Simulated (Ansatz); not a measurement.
TiS$_{2}$:
```xyz
9
Lattice="3.3603 0.0000 0.0000 -1.6802 2.9101 0.0000 0.0000 0.0000 16.5708" Properties=species:S:1:pos:R:3 pbc="T T T"
Ti     0.0000     0.0000     8.2854
Ti     0.0000     0.0000    13.8086
Ti     0.0000     0.0000     2.7622
S      0.0000     1.9401     9.7134
S      0.0000     1.9401    15.2367
S      0.0000     1.9401     4.1902
S      1.6802     0.9700    12.3806
S      1.6802     0.9700     1.3341
S      1.6802     0.9700     6.8574
```

Relaxed with PBE+D3(BJ).

Q: Map the valence electron density (e/Å³), cut off at 1 on the plane through (0.000, 0.000, 0.500) spanned by u = [0, 0, 1] and v = [1, -1, 0] in lattice vectors, from plane-wave PAW PBE+D3(BJ) (Ansatz code).

A: x is the fraction of u, y of v (the angle between them is 90°; rows are the nearest grid lines); atoms in the plane: Ti at (0.00, 0.00), Ti at (0.33, 0.00), Ti at (0.67, 0.00), S at (0.09, 0.33), S at (0.42, 0.33), S at (0.75, 0.33), S at (0.25, 0.67), S at (0.58, 0.67), S at (0.91, 0.67).
```
|9971000000039999100000019999300000001799|
|9961000000029999100000019999200000001699|
|9921000001239994100001126998110000012499|
|9411000012345962110002344883110000134469|
|3111000024654321100013664321110000256543|
|1110000138984211100026996211100001499731|
|1000000179796200000059899310000003999941|
|1000000289197200000059279310000003953951|
|1000000289097200000069169310000003942951|
|1000000279596200000059599310000003987941|
|1111100148984111111027995211111001599731|
|1123310025753112332114663212332101366421|
|1246631012332123664112332113575200133211|
|1379951001111125997201111114898410011111|
|1497893000000139959500000026959720000001|
|1592493000000139619600000027909820000001|
|1593593000000139729500000027919820000001|
|1499993000000139989500000026979710000001|
|1379941000011126996200011124898310000111|
|3456520000111234663100011234564200001113|
|9644310000113884432000112695432100001149|
|9942100000118996211000014999321000001299|
|9961000000029999100000019999200000001699|
|9971000000039999100000019999300000001799|
```
Scale: ten equal steps from 0.019 (start of '0') to 1.00 (end of '9'), in the order '0123456789'; x runs from 0.000 to 1.00, y from 0.000 (bottom) to 1.00 (top).

The density is the valence pseudo-density with augmentation charge, so density and ELF within about 1 Å of a nucleus are not all-electron values.

Space group P-3m1 (CdI2 type). Symmetry was held in the PBE+D3(BJ) relaxation. No spin polarisation was allowed.

Potentials: the later of the program's two PAW sets.
